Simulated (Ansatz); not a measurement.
Input:

Ga2O3:
```yaml
crystal:
  lattice:
    - [2.49238, 1.43898, 4.48029]
    - [-2.49238, 1.43898, 4.48029]
    - [0.00000, -2.87795, 4.48029]
  atoms:
    - { symbol: Ga, position: [0.35540, 0.35540, 0.35540] }
    - { symbol: Ga, position: [0.14460, 0.14460, 0.14460] }
    - { symbol: Ga, position: [0.64460, 0.64460, 0.64460] }
    - { symbol: Ga, position: [0.85540, 0.85540, 0.85540] }
    - { symbol: O, position: [0.55361, 0.94639, 0.25000] }
    - { symbol: O, position: [0.25000, 0.55361, 0.94639] }
    - { symbol: O, position: [0.94639, 0.25000, 0.55361] }
    - { symbol: O, position: [0.44639, 0.05361, 0.75000] }
    - { symbol: O, position: [0.75000, 0.44639, 0.05361] }
    - { symbol: O, position: [0.05361, 0.75000, 0.44639] }
```

This is the r²SCAN-relaxed structure.

Task: All from plane-wave PAW r²SCAN (Ansatz code), unless another level is named. Predict the electron effective mass.

Result: 0.25 mₑ (isotropic).

Task: What about the HSE06 gap on the r²SCAN cell?

Result: 4.62 eV.

Space group R-3c (corundum). The r²SCAN relaxation kept the symmetry of its start. Scalar-relativistic: spin–orbit coupling is off unless named, which matters more the heavier the elements.

Potentials: the later of the program's two PAW sets.
